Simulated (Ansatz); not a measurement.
**Cu: stationary points along a deformation path**

Level of theory: Ansatz, DFT PBEsol, scalar-relativistic, plane waves, PAW. Settings: plane waves to 420 eV, k-mesh 28×28×26 (Γ-centred), Gaussian smearing 0.15 eV. No spin polarisation. Energies are free energies at this smearing, counted from the undisturbed cell; pressure is positive in compression.

The starting cell (relaxed at this level; this form isn't the usual structure):

```
Cu
1.0
     1.21480   -3.95985    0.00000
     1.21480    3.95985    0.00000
     0.00000    0.00000    2.46771
Cu
2
Direct
  0.13385 0.86615 0.25000
  0.86615 0.13385 0.75000
```

At fixed volume and fractional coordinates, lengths along (0.000, 0.000, 1.000) are scaled against those across it; ρ is that ratio over its starting value. V = 11.871 Å³/atom. Δσ is the stress along the axis less the mean stress across it (compression positive).

| ρ | ΔE (meV/atom) | Δσ (GPa) | space group |
| --- | --- | --- | --- |
| 0.850 | 173.7 | 48.83 | Cmcm |
| 0.920 | 40.4 | 20.88 | Cmcm |
| 0.960 | 9.1 | 9.22 | Cmcm |
| 1.000 | 0.0 | 0.21 | Cmcm |
| 1.050 | 10.1 | -8.29 | Cmcm |
| 1.100 | 36.8 | -14.56 | Cmcm |
| 1.200 | 117.3 | -22.16 | Cmcm |

Problem. How does the stress give the slope of the energy, and where is the energy stationary?

Solution. Along the path d ln(length) is 2/3 d ln ρ on the axis and −1/3 d ln ρ across it, so dE/d ln ρ = −(2/3) V Δσ: the energy falls with ρ where Δσ is positive. Δσ vanishes or changes sign between ρ = 1.000 and 1.050, a minimum (near 1.00 by linear interpolation). Pairs of stationary points between two samples would go unseen, and could change a minimum read from distant neighbours into a maximum.

Problem. Integrate that slope from ρ = 1 to 0.850 by the trapezoid rule.

Solution. With V/N in Å³ and 1 eV/Å³ = 160.2 GPa the slopes at ρ = 1.000, 0.960, 0.920, 0.850 are -10, -455, -1031, -2412 meV/atom per unit of ln ρ. The steps add 9.5 + 31.6 + 136.2 = 177.4 meV/atom, against 173.7 from the energies; the trapezoid rule misses the curvature of the slope within each step.

Forces appear on the atoms along this scan, and letting them relax would lower the energy and soften the response. In a metal these slopes depend on the k mesh and the smearing.

Cost: 7 runs of about 5.1 core-minutes in all, on Intel Xeon 6975P-C (Granite Rapids) (shared hosts).